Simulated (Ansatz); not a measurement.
Relaxed polymorphs of CdO. These are PBEsol (plane waves to 420 eV, PAW, scalar-relativistic; Ansatz, a first-principles code) values and carry that method's errors. One row is withheld; estimate it from its structure type, its coordination and the trend of the others.

```csv
structure,coordination,E − E(first row) (eV/atom),V (Å³/atom)
"Fm-3m, cF8, rock salt type","Cd 6 (octahedral), O 6 (octahedral)",0.00,12.90
"P6₃/mmc, hP12, AFLOW prototype AB_hP12_194_af_bf (as in MoC)",–,0.03,12.91
"P6₃mc, hP8, AFLOW prototype AB_hP8_186_ab_ab (B5, as in SiC)",–,0.06,16.12
"P6₃/mmc, hP4, NiAs type","Cd 6 (octahedral), O 6 (trigonal prismatic)",[?],[?]
"P6₃/mmc, hP4",–,0.03,15.17
"P4₂/mmc, tP4",–,0.23,15.83
"P6₃/mmc, hP8",–,0.21,17.30
"P-6m2, hP2, AFLOW prototype AB_hP2_187_d_a (B_h, as in WC)",–,0.15,12.98
```

Problem. Some entries are withheld; supply them.

Solution. 
- P6₃/mmc, hP4, NiAs type, E − E(first row) (eV/atom): 0.09
- P6₃/mmc, hP4, NiAs type, V (Å³/atom): 13.10

The withheld cell: P6₃/mmc (No. 194), hP4, NiAs type; a = b = 3.253 Å, c = 5.717 Å, α = β = 90.00°, γ = 120.00°; Cd 2a (0.000, 0.000, 0.000); O 2c (0.333, 0.667, 0.250). Coordination numbers (neighbours up to the widest gap in distance over summed covalent radii, below 1.35; n+m marks a second, longer set; metal–metal contacts left out).

Probably no minimum, since a slightly shaken restart fell lower: P4₂/mmc, tP4 (by 0.23 eV/atom, to Fm-3m); P6₃/mmc, hP8 (by 0.15 eV/atom, to P6₃mc).  1 generated cell of layers, chains or molecules, poorly bound without dispersion, is left out. Each run could gain symmetry but not lose that of its start, so entries can be saddle points. From databases, or of a type measured for this composition: Fm-3m, cF8, rock salt type; the others are generated cells (placed on structure types, drawn at random, substituted or restacked) that were not matched to a known phase here. Energies are at zero temperature and pressure, without zero-point motion. No spin polarisation in the result.
